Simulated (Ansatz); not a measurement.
A geometry of Li away from equilibrium: step 7 of the relaxation of a generated cell, Li built in the AFLOW prototype A_cP8_198_2a (as in N2). Level of theory: r2SCAN (plane waves to 500 eV, PAW, scalar-relativistic; Ansatz, a first-principles code). Γ-centred k-mesh 6×6×6 on the run's cell (coarser than for final values), Fermi–Dirac smearing 0.05 eV.

```yaml
crystal:
  lattice:
    - [5.51423, 0.00000, 0.00000]
    - [0.00000, 5.51423, 0.00000]
    - [0.00000, 0.00000, 5.51423]
  atoms:
    - { symbol: Li, position: [0.14439, 0.14439, 0.14439] }
    - { symbol: Li, position: [0.64439, 0.35561, 0.85561] }
    - { symbol: Li, position: [0.85561, 0.64439, 0.35561] }
    - { symbol: Li, position: [0.35561, 0.85561, 0.64439] }
    - { symbol: Li, position: [0.85656, 0.85656, 0.85656] }
    - { symbol: Li, position: [0.35656, 0.64344, 0.14344] }
    - { symbol: Li, position: [0.14344, 0.35656, 0.64344] }
    - { symbol: Li, position: [0.64344, 0.14344, 0.35656] }
```

Problem. Give the Cartesian forces on all atoms (eV/Å).

Solution. 
```
atom     Fx     Fy     Fz
----  -----  -----  -----
Li1    0.11   0.11   0.11
Li2    0.11  -0.11  -0.11
Li3   -0.11   0.11  -0.11
Li4   -0.11  -0.11   0.11
Li5   -0.12  -0.12  -0.12
Li6   -0.12   0.12   0.12
Li7    0.12  -0.12   0.12
Li8    0.12   0.12  -0.12
```

Problem. What is the pressure?

Solution. +0.3 GPa, compression positive.

Problem. How far above the relaxed end point is this geometry?

Solution. 0.01 eV/atom; the path ends in Pa-3 (No. 205).

No spin polarisation in the result.

The run could not lower the symmetry of its start; a shaken copy of this end point relaxes with r2SCAN to Cmcm (No. 63) at a tolerance of 0.01 Å, P6₃/mmc (No. 194) at 0.1 Å, 0.03 eV/atom lower.

The end of the path is a generated cell of Li: the first start was made by placing the elements on the sites of a structure type, and the end was not matched to a known phase here, so it may be hypothetical. Known forms of Li include space group No. 229.
